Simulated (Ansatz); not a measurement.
Relaxation of a generated cell, Cd placed in the AFLOW prototype A_oC8_64_f (A11, as in Ga); 4 atoms in the cell, which starts as Cmce (No. 64), oS8; a = 4.6731 Å, b = 7.9153 Å, c = 4.6742 Å, α = β = γ = 90.00°. Method: r2SCAN (plane waves to 500 eV, PAW, scalar-relativistic; Ansatz, a quantum-chemistry and plane-wave program). Γ-centred k-mesh 8×8×7 on the run's cell (coarser than for final values), Fermi–Dirac smearing 0.05 eV. This is the first round of the run. 

The optimiser's lines from the output (shortened; P is positive under compression):

```
relax step   1: F+E_penalty+E_count = -33071.71131950 eV  Δ(F+E_penalty+E_count) = +0.000e0 eV  max|allowed force component| = 4.198e-1 eV/Å  Δτ_max = 0.0000 Å  P = +13.588 GPa  Ω = 86.447 Å³  (7 SCF iters, dr2 threshold 1.00e-7 eV, accepted)
relax step   2: F+E_penalty+E_count = -33072.30578147 eV  Δ(F+E_penalty+E_count) = -5.945e-1 eV  max|allowed force component| = 1.160e-1 eV/Å  Δτ_max = 0.0137 Å  P = +3.602 GPa  Ω = 97.964 Å³  (9 SCF iters, dr2 threshold 4.00e-7 eV, accepted)
relax step   3: F+E_penalty+E_count = -33072.38025271 eV  Δ(F+E_penalty+E_count) = -7.447e-2 eV  max|allowed force component| = 5.710e-2 eV/Å  Δτ_max = 0.0107 Å  P = +1.113 GPa  Ω = 102.917 Å³  (8 SCF iters, dr2 threshold 4.00e-7 eV, accepted)
relax step   4: F+E_penalty+E_count = -33072.40568512 eV  Δ(F+E_penalty+E_count) = -2.543e-2 eV  max|allowed force component| = 2.291e-2 eV/Å  Δτ_max = 0.0692 Å  P = -0.334 GPa  Ω = 106.536 Å³  (9 SCF iters, dr2 threshold 4.00e-7 eV, accepted)
relax step   5: F+E_penalty+E_count = -33072.45413417 eV  Δ(F+E_penalty+E_count) = -4.845e-2 eV  max|allowed force component| = 7.838e-2 eV/Å  Δτ_max = 0.0779 Å  P = -0.820 GPa  Ω = 106.421 Å³  (10 SCF iters, dr2 threshold 4.00e-7 eV, accepted)
relax step   6: F+E_penalty+E_count = -33072.52661439 eV  Δ(F+E_penalty+E_count) = -7.248e-2 eV  max|allowed force component| = 1.252e-1 eV/Å  Δτ_max = 0.0790 Å  P = -1.509 GPa  Ω = 106.036 Å³  (9 SCF iters, dr2 threshold 4.00e-7 eV, accepted)
relax step   7: F+E_penalty+E_count = -33072.62953829 eV  Δ(F+E_penalty+E_count) = -1.029e-1 eV  max|allowed force component| = 1.444e-1 eV/Å  Δτ_max = 0.0717 Å  P = -1.823 GPa  Ω = 103.730 Å³  (11 SCF iters, dr2 threshold 4.00e-7 eV, accepted)
relax step   8: F+E_penalty+E_count = -33072.75754761 eV  Δ(F+E_penalty+E_count) = -1.280e-1 eV  max|allowed force component| = 1.646e-1 eV/Å  Δτ_max = 0.0774 Å  P = -0.743 GPa  Ω = 97.966 Å³  (7 SCF iters, dr2 threshold 4.00e-7 eV, accepted)
relax step   9: F+E_penalty+E_count = -33072.85103174 eV  Δ(F+E_penalty+E_count) = -9.348e-2 eV  max|allowed force component| = 1.670e-1 eV/Å  Δτ_max = 0.0949 Å  P = +0.131 GPa  Ω = 93.143 Å³  (7 SCF iters, dr2 threshold 4.00e-7 eV, accepted)
relax step  10: F+E_penalty+E_count = -33072.90111638 eV  Δ(F+E_penalty+E_count) = -5.008e-2 eV  max|allowed force component| = 8.289e-2 eV/Å  Δτ_max = 0.1636 Å  P = +0.898 GPa  Ω = 89.136 Å³  (9 SCF iters, dr2 threshold 4.00e-7 eV, accepted)
relax step  11: F+E_penalty+E_count = -33072.86048130 eV  Δ(F+E_penalty+E_count) = +4.064e-2 eV  max|allowed force component| = 8.755e-2 eV/Å  Δτ_max = 0.1495 Å  P = +2.487 GPa  Ω = 89.449 Å³  (8 SCF iters, dr2 threshold 4.00e-7 eV, rejected (line search))
relax step  12: F+E_penalty+E_count = -33072.91378915 eV  Δ(F+E_penalty+E_count) = -1.267e-2 eV  max|allowed force component| = 3.987e-2 eV/Å  Δτ_max = 0.0946 Å  P = -1.203 GPa  Ω = 93.315 Å³  (12 SCF iters, accepted)
relax step  13: F+E_penalty+E_count = -33072.92901417 eV  Δ(F+E_penalty+E_count) = -1.523e-2 eV  max|allowed force component| = 1.054e-2 eV/Å  Δτ_max = 0.0551 Å  P = +0.105 GPa  Ω = 90.998 Å³  (8 SCF iters, dr2 threshold 4.00e-7 eV, accepted)
relax step  14: F+E_penalty+E_count = -33072.93045756 eV  Δ(F+E_penalty+E_count) = -1.443e-3 eV  max|allowed force component| = 4.113e-3 eV/Å  Δτ_max = 0.0326 Å  P = +0.026 GPa  Ω = 90.854 Å³  (10 SCF iters, dr2 threshold 3.81e-7 eV, accepted)
relax step  15: F+E_penalty+E_count = -33072.93163619 eV  Δ(F+E_penalty+E_count) = -1.179e-3 eV  max|allowed force component| = 3.080e-3 eV/Å  Δτ_max = 0.0310 Å  P = +0.046 GPa  Ω = 90.670 Å³  (10 SCF iters, dr2 threshold 5.65e-8 eV, accepted)
relax step  16: F+E_penalty+E_count = -33072.93553065 eV  Δ(F+E_penalty+E_count) = -3.894e-3 eV  max|allowed force component| = 1.346e-2 eV/Å  Δτ_max = 0.0248 Å  P = +0.058 GPa  Ω = 90.357 Å³  (9 SCF iters, dr2 threshold 3.82e-7 eV, accepted)
relax step  17: F+E_penalty+E_count = -33072.93956526 eV  Δ(F+E_penalty+E_count) = -4.035e-3 eV  max|allowed force component| = 4.585e-2 eV/Å  Δτ_max = 0.0279 Å  P = +0.366 GPa  Ω = 88.872 Å³  (10 SCF iters, dr2 threshold 4.00e-7 eV, accepted)
relax step  18: F+E_penalty+E_count = -33072.93899141 eV  Δ(F+E_penalty+E_count) = +5.739e-4 eV  max|allowed force component| = 6.565e-2 eV/Å  Δτ_max = 0.1293 Å  P = +0.580 GPa  Ω = 88.418 Å³  (10 SCF iters, dr2 threshold 4.00e-7 eV, rejected (line search))
relax step  19: F+E_penalty+E_count = -33072.94625298 eV  Δ(F+E_penalty+E_count) = -6.688e-3 eV  max|allowed force component| = 1.496e-2 eV/Å  Δτ_max = 0.0464 Å  P = +0.062 GPa  Ω = 89.355 Å³  (13 SCF iters, accepted)
relax step  20: F+E_penalty+E_count = -33072.94569428 eV  Δ(F+E_penalty+E_count) = +5.587e-4 eV  max|allowed force component| = 1.280e-2 eV/Å  Δτ_max = 0.0309 Å  P = +0.129 GPa  Ω = 89.298 Å³  (10 SCF iters, dr2 threshold 2.42e-7 eV, rejected (line search))
relax step  21: F+E_penalty+E_count = -33072.94708370 eV  Δ(F+E_penalty+E_count) = -8.307e-4 eV  max|allowed force component| = 2.050e-3 eV/Å  Δτ_max = 0.0161 Å  P = -0.114 GPa  Ω = 89.797 Å³  (12 SCF iters, accepted)
relax step  22: F+E_penalty+E_count = -33072.94741993 eV  Δ(F+E_penalty+E_count) = -3.362e-4 eV  max|allowed force component| = 1.260e-4 eV/Å  Δτ_max = 0.0022 Å  P = +0.003 GPa  Ω = 89.559 Å³  (5 SCF iters, dr2 threshold 5.11e-8 eV, accepted)
relax step  23: F+E_penalty+E_count = -33072.96678228 eV  Δ(F+E_penalty+E_count) = -1.936e-2 eV  max|allowed force component| = 1.524e-4 eV/Å  Δτ_max = 0.0000 Å  P = +0.054 GPa  Ω = 89.559 Å³  stress off target by 2.27e-1 GPa  SCF on the basis re-selected at this cell (its energy is not comparable with the rows above)  (9 SCF iters)
relax step  24: F+E_penalty+E_count = -33072.96705748 eV  Δ(F+E_penalty+E_count) = -2.752e-4 eV  max|allowed force component| = 1.782e-4 eV/Å  Δτ_max = 0.0001 Å  P = +0.000 GPa  Ω = 89.557 Å³  (7 SCF iters, dr2 threshold 1.29e-7 eV, accepted)
relax step  25: F+E_penalty+E_count = -33072.96706681 eV  Δ(F+E_penalty+E_count) = -9.330e-6 eV  max|allowed force component| = 6.575e-5 eV/Å  Δτ_max = 0.0001 Å  P = +0.001 GPa  Ω = 89.558 Å³  (9 SCF iters, dr2 threshold 1.14e-9 eV, accepted)
relax step  26: F+E_penalty+E_count = -33072.96703863 eV  Δ(F+E_penalty+E_count) = +2.818e-5 eV  max|allowed force component| = 6.466e-5 eV/Å  Δτ_max = 0.0000 Å  P = +0.001 GPa  Ω = 89.558 Å³  stress off target by 6.50e-3 GPa  SCF on the basis re-selected at this cell (its energy is not comparable with the rows above)  (5 SCF iters)
```

From the first to the last row the energy changes by -0.31 eV/atom and the volume by +3.6 %. The last row is marked as not comparable with the walk above it, whose basis was carried along; it does compare with step 1, since both stand on a basis selected at the nominal cutoff for their own cell.

Steps 11, 18, 20 were rejected by the optimiser.

Later rounds, restarted from the end of this one on a renewed k-mesh, logged 11 more steps and released under 0.01 eV/atom more. The final structure after all rounds: I4/mmm (No. 139), tI2, AFLOW prototype A_tI2_139_a (A_a); a = 3.9099 Å, b = 3.9099 Å, c = 2.9137 Å, α = 90.00°, β = 90.00°, γ = 90.00°. Between re-selections the logged energies stand on a plane-wave basis carried along with the cell. No spin polarisation in the result.

The run could not lose the symmetry of its start: the end is stationary, and may be a saddle point rather than a minimum.

The relaxed structure here is a generated cell of Cd: the first start was made by placing the elements on the sites of a structure type, and the end was not matched to a known phase here, so it may be hypothetical. Known forms of Cd include space group No. 194.
